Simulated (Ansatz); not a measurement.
RbBH4 in space group F-43m (No. 216; Rb on 4a, B on 4b, H on 16e) under volume change, DFT-r²SCAN in the program Ansatz with PAW potentials, shape and atoms relaxed at each volume.

```json
[
 {"V (Å³/atom)": "12.636", "E − E(relaxed) (meV/atom)": "6.1", "P (GPa)": "1.75"},
 {"V (Å³/atom)": "13.053", "E − E(relaxed) (meV/atom)": "2.6", "P (GPa)": "1.05"},
 {"V (Å³/atom)": "13.470", "E − E(relaxed) (meV/atom)": "0.6", "P (GPa)": "0.48"},
 {"V (Å³/atom)": "13.886", "E − E(relaxed) (meV/atom)": "0.0", "P (GPa)": "0.01"},
 {"V (Å³/atom)": "14.303", "E − E(relaxed) (meV/atom)": "0.5", "P (GPa)": "-0.38"},
 {"V (Å³/atom)": "14.719", "E − E(relaxed) (meV/atom)": "2.0", "P (GPa)": "-0.71"},
 {"V (Å³/atom)": "15.136", "E − E(relaxed) (meV/atom)": "4.2", "P (GPa)": "-0.97"}
]
```

**Question.** What does a third-order Birch–Murnaghan fit give for V₀, B₀ and B′?

**Answer.** V₀ = 13.89 Å³/atom, B₀ = 14.3 GPa, B′ = 5.3.

The workflow started from a Materials Project entry (that database holds measured and hypothetical structures alike); the Crystallography Open Database copy checked does not list it. Its standing as an ambient phase is unchecked. The r²SCAN relaxation kept the symmetry of its start; whether a distortion lowers the energy is not shown.

Potentials: the later of the program's two PAW sets.
